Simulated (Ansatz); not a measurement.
Total density of states per atom from plane-wave PAW r²SCAN (Ansatz code), in 0.25 eV bins, energy from the valence-band maximum:

| E (eV) | states/eV/atom |
|---|---|
| -7.86 | 0.04 |
| -7.61 | 0.17 |
| -7.36 | 0.23 |
| -7.11 | 0.35 |
| -6.86 | 0.37 |
| -6.61 | 0.17 |
| -6.36 | 0.16 |
| -6.11 | 0.32 |
| -5.86 | 0.51 |
| -5.61 | 0.65 |
| -5.36 | 0.85 |
| -5.11 | 0.18 |
| -4.86 | 0.00 |
| -4.61 | 0.00 |
| -4.36 | 0.00 |
| -4.11 | 0.00 |
| -3.86 | 0.00 |
| -3.61 | 0.02 |
| -3.36 | 0.63 |
| -3.11 | 0.56 |
| -2.86 | 0.50 |
| -2.61 | 0.64 |
| -2.36 | 0.35 |
| -2.11 | 0.44 |
| -1.86 | 0.86 |
| -1.61 | 1.00 |
| -1.36 | 0.52 |
| -1.11 | 0.61 |
| -0.86 | 0.84 |
| -0.61 | 0.95 |
| -0.36 | 1.53 |
| -0.11 | 1.21 |
| 0.14 | 0.00 |
| 0.39 | 0.00 |
| 0.64 | 0.00 |
| 0.89 | 0.00 |
| 1.14 | 0.00 |
| 1.39 | 0.00 |
| 1.64 | 0.00 |
| 1.89 | 0.00 |
| 2.14 | 0.00 |
| 2.39 | 0.00 |
| 2.64 | 0.00 |
| 2.89 | 0.00 |
| 3.14 | 0.00 |
| 3.39 | 0.00 |
| 3.64 | 0.00 |
| 3.89 | 0.00 |
| 4.14 | 0.00 |
| 4.39 | 0.00 |
| 4.64 | 0.00 |
| 4.89 | 0.00 |
| 5.14 | 0.00 |
| 5.39 | 0.00 |
| 5.64 | 0.01 |
| 5.89 | 0.04 |
| 6.14 | 0.07 |
| 6.39 | 0.15 |
| 6.64 | 0.67 |
| 6.89 | 0.31 |
| 7.14 | 0.08 |
| 7.39 | 0.00 |
| 7.64 | 0.00 |
| 7.89 | 0.00 |
| 8.14 | 0.00 |
| 8.39 | 0.00 |
| 8.64 | 0.03 |
| 8.89 | 0.19 |
| 9.14 | 0.56 |
| 9.39 | 0.67 |
| 9.64 | 0.78 |
| 9.89 | 0.49 |
| 10.14 | 0.58 |
| 10.39 | 0.48 |

Q: Which compound is it?
(A) ZrO2, P4_2/nmc (Zr on 2a, O on 4d)
(B) BAsO4, I-4 (B on 2d, As on 2a, O on 8g)
(C) ZrO2, fluorite
(D) HfO2, fluorite

A: B, BAsO4, I-4 (B on 2d, As on 2a, O on 8g). Top 1 eV of the valence band: O 2p 97 %. Bottom 1 eV of the conduction band: As 4s 38 %, O 2p 33 %, O 2s 14 %, B 2s 5 %. Projections are on Löwdin-orthogonalised atomic valence shells; empty p or d shells of many metals are not among them.

The workflow started from a Materials Project entry (that database holds measured and hypothetical structures alike); the Crystallography Open Database files this formula in space group No. 82, but the cells were not matched. Whether it is the stable phase at ambient conditions was not checked. The cell was relaxed with r²SCAN under the symmetry of its start; whether a distortion lowers the energy is not shown. Spin–orbit coupling is left out wherever it is not named.

Potentials: the later of the program's two PAW sets.
